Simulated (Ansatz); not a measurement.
Ba₃In₂O₅F₂ in space group I4/mmm (No. 139; Pearson symbol tI24) under volume change, r²SCAN (plane waves, PAW; program Ansatz), shape and atoms relaxed at each volume.

```csv
V (Å³/atom),E − E(relaxed) (meV/atom),P (GPa)
15.202,49.2,11.53
15.703,20.5,6.97
16.204,4.8,3.17
16.705,0.0,0.00
17.206,[?],[?]
17.707,15.9,-4.73
18.208,[?],[?]
```

**Question.** Complete the blanks.

**Answer.** 
- 17.206, E − E(relaxed) (meV/atom): 4.2
- 17.206, P (GPa): -2.62
- 18.208, E − E(relaxed) (meV/atom): 33.3
- 18.208, P (GPa): -6.29

**Question.** What does a third-order Birch–Murnaghan fit give for V₀, B₀ and B′?

**Answer.** V₀ = 16.70 Å³/atom, B₀ = 94.1 GPa, B′ = 5.6.

The first step of the workflow began from a Materials Project structure, measured or hypothetical; the Crystallography Open Database copy checked does not list it. Its standing as an ambient phase is unchecked. The r²SCAN relaxation kept the symmetry of its start; whether a distortion lowers the energy is not shown. Scalar-relativistic: spin–orbit coupling is off unless named, which matters more the heavier the elements.

Potentials: the later of the program's two PAW sets.
